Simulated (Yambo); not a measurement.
BaTe: sweep of GW parameters

G0W0@PBE for BaTe (rock salt, space group Fm-3m, No. 225) in Yambo. Reference settings: 4×4×4 Γ-centred k mesh, bands 5 to 288 and a 12 Ry block in the screening, 288 bands in G with the Bruneval-Gonze terminator, plasmon pole fitted at 27.2 eV. The PBE gap Γ → X on this mesh is 1.55 eV; G0W0 gaps are taken between the same points.

| change from the reference | G0W0 gap Γ → X (eV) | shift of the valence edge (eV) | rough Yambo cost |
|---|---|---|---|
| reference settings | 2.51 | -0.97 | 1 |
| 152 bands in W, 152 bands in G | 2.47 | -0.88 | about 1/3 |
| 152 bands in G | 2.51 | -0.97 | – |
| 7 Ry block | 2.45 | -0.89 | about 1/3 |
| no terminator | 2.48 | -0.92 | – |

The reference isn't shown to be the converged limit. Costs are rough (shared machines), scaled to the same edge states, and given only for runs that recompute the screening.

Without spin-orbit coupling, band edges of such heavy elements can be off by tenths of an eV.

Geometry relaxed with PBEsol; primitive cell a = b = c = 4.907 Å, α = β = γ = 60.00°.

A shift is the quasiparticle energy of the state minus its PBE energy.

The potentials are those of PseudoDojo's stringent table.
